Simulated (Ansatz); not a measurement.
Se (trigonal-Se type, space group P3_121)

```xyz
3
Lattice="4.0391 0.0000 0.0000 -2.0195 3.4979 0.0000 0.0000 0.0000 5.1204" Properties=species:S:1:pos:R:3 pbc="T T T"
Se     0.5022     0.8698     2.5602
Se     3.0347     0.0000     4.2670
Se    -1.5174     2.6282     0.8534
```

The volume is varied about the relaxed value V₀ at fixed cell shape. The atoms relax within the cell's symmetry.

All values below come from PBEsol (plane waves to 420 eV, PAW, scalar-relativistic; Ansatz, an electronic-structure program). k mesh 9×9×7 (Γ-centred), Fermi-Dirac smearing 0.05 eV. Energies are smeared free energies. Stress and pressure are positive under compression. Se was relaxed with its symmetry unable to fall. The PAW data are Ansatz's earlier set. ΔE is measured from the relaxed starting cell.

```tsv
V/V₀	P (GPa)	ΔE (meV/atom)
0.900	?	33.1
0.925	3.38	17.4
0.950	2.10	7.2
0.975	0.94	?
1.000	0.00	0.0
1.025	-0.78	?
1.050	-1.42	5.8
1.075	-1.97	12.2
1.100	?	20.6
```

Q: Complete the blanks.

A: 
- 0.900, P (GPa): 4.96
- 0.975, ΔE (meV/atom): 1.7
- 1.025, ΔE (meV/atom): 1.5
- 1.100, P (GPa): -2.44

(A scan under strain: stresses follow from slopes of the energy per volume, elastic moduli from its curvatures.)
